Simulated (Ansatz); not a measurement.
## Cr$_{2}$N (P-31m): electronic heat capacity from the density of states

The calculation used DFT r2SCAN, scalar-relativistic, plane waves, PAW (Ansatz 0.2.0).

Cutoff 500 eV; k points 12×12×8 on the computed 9-atom cell (Γ-centred); Gaussian smearing, width 0.10 eV; collinear spin from starting moments 1.08 1.08 1.08 1.08 1.08 1.08 0 0 0 μB.

Relaxed cell: P-31m, a = 4.728 Å, b = 4.728 Å, c = 4.491 Å, α = 90.00°, β = 90.00°, γ = 120.00°, 9 atoms in the primitive cell.

The density of states at the Fermi level is 6.950 states/eV in the cell of 9 atoms (3 formula units; both spins, tetrahedra on a 18×18×12 mesh). The run ends with a moment of 6.68 μB a cell (largest on a site 0.98 μB), and the figure is for this state; a paramagnetic sample can have a quite different one. Another magnetic order, if the compound takes it, can change N(E_F) and the shape of the cell a good deal, and may open a gap, where γ is close to zero.

Q: What Sommerfeld coefficient does this give?

A: Per formula unit N(E_F) = 2.317 states/eV. γ = (π²/3) k_B² N(E_F) N_A = 2.357 mJ/(mol K²) per state/eV, so γ = 5.5 mJ/(mol K²), a mole of formula units. This is the bare band result: a measured γ of the same phase and magnetic order is as a rule larger by a factor 1 + λ from phonons and spin fluctuations. N(E_F) at one energy is sensitive to the mesh where the density of states has sharp peaks.

The state reached may not be the lowest one. Moments started parallel, and an antiferromagnetic order may lie lower.

Only this magnetic start was tried.

Cost: 1 run of about 10 core-minutes, on Oxide Virtual Turin-like Processor (Zen 5) (shared hosts).